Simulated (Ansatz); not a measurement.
The relaxed structure here is a generated cell of Ti3Al: the first start was made by a random draw of sites in a space group, and the end was not matched to a known phase here, so it may be hypothetical. Known forms of Ti3Al include space group No. 194.

A relaxed structure of Ti$_{3}$Al. Method: PBEsol (plane waves to 420 eV, PAW, scalar-relativistic; Ansatz, a quantum-chemistry and plane-wave program).

```xyz
4
Lattice="1.4437 0.8335 9.1764 -1.4437 0.8335 9.1764 0.0000 -1.6671 9.1764" Properties=species:S:1:pos:R:3 pbc="T T T"
Al     0.0000     0.0000     7.7535
Ti     0.0000     0.0000    12.3427
Ti     0.0000     0.0000    23.8056
Ti     0.0000     0.0000     0.8709
```

Problem. Find the space group and the Wyckoff positions (tolerance 0.01 Å).

Solution. Space group R3m, hexagonal axes (No. 160); a = b = 2.8874 Å, c = 27.5291 Å, α = β = 90.00°, γ = 120.00°

```tsv
atom	site	symmetry	x	y	z
Al	3a	3m	0.0000	0.0000	0.7184
Ti	3a	3m	0.0000	0.0000	0.5516
Ti	3a	3m	0.0000	0.0000	0.1353
Ti	3a	3m	0.0000	0.0000	0.9684
```

Problem. Give the shortest distances between elements (the closest pairs, up to four, under 3.6 Å).

Solution. Ti–Ti 2.83 Å; Al–Ti 2.84 Å; Al–Al 2.89 Å.

```json
{
  "volume_per_atom": "16.56 Å³",
  "band_gap": "zero (metallic)"
}
```

No spin polarisation in the result.

It was reached from a disturbed copy of a P6/mmm (No. 191) cell, against which it lies -0.49 eV/atom.
